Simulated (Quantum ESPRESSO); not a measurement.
GaN (zinc blende, space group F-43m, No. 216) has a direct gap of 1.74 eV with norm-conserving PBEsol (Quantum ESPRESSO, 84 Ry, without SOC). After an isotropic strain (on all lattice vectors, atoms relaxed) the gap is direct, 2.03 eV.

Which strain was applied?
A) -1.5 %
B) +2 %
C) +1 %
D) -3 %
E) -0.7 %

A, -1.5 %. Gaps found: -3 %: 2.33 eV (direct); -1.5 %: 2.03 eV (direct); -0.7 %: 1.87 eV (direct); 0 %: 1.74 eV (direct); 1 %: 1.54 eV (direct); 2 %: 1.35 eV (direct).

This is not the ordinary phase of the substance; no match was found in the copy of COD used, and its stability was not checked.
